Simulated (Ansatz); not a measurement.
PbO2:
```xyz
6
Lattice="4.9979 0.0000 0.0000 0.0000 4.9979 0.0000 0.0000 0.0000 3.4110" Properties=species:S:1:pos:R:3 pbc="T T T"
Pb     0.0000     0.0000     0.0000
Pb     2.4989     2.4989     1.7055
O      1.5375     1.5375     0.0000
O      3.4603     3.4603     0.0000
O      0.9614     4.0364     1.7055
O      4.0364     0.9614     1.7055
```

Relaxed with PBEsol. Special points in fractions of this cell's reciprocal vectors: Γ (0.000, 0.000, 0.000); X (0.000, 0.500, 0.000); M (0.500, 0.500, 0.000); Z (0.000, 0.000, 0.500); R (0.000, 0.500, 0.500); A (0.500, 0.500, 0.500).

**Question.** List the band energies nearest the Fermi level at these points for the program Ansatz at the PBEsol with spin–orbit coupling level (PAW).

**Answer.** In eV from the Fermi level; about four levels below and three above (degenerate sets whole), none deeper than 8.9 eV; points with the same levels are listed once.

| k | below | above |
|---|---|---|
| Γ | -0.59 -0.59 -0.57 -0.57 | 0.06 0.06 4.19 4.19 |
| X | -0.41 -0.41 -0.41 -0.41 | 2.34 2.34 2.34 2.34 |
| M | -0.50 -0.50 -0.50 -0.50 | 2.78 2.78 2.78 2.78 |
| Z | -0.80 -0.80 -0.80 -0.80 | 3.69 3.69 3.69 3.69 |
| R | -0.23 -0.23 -0.22 -0.22 | 4.00 4.00 4.01 4.01 |
| A | -0.55 -0.55 -0.55 -0.55 | 2.75 2.75 2.75 2.75 |

Space group P4_2/mnm (rutile). The PBEsol relaxation kept the symmetry of its start; of distortions, only those at the zone centre were tested. A small band overlap can be real or an error of a semilocal functional.

Potentials: the later of the program's two PAW sets.
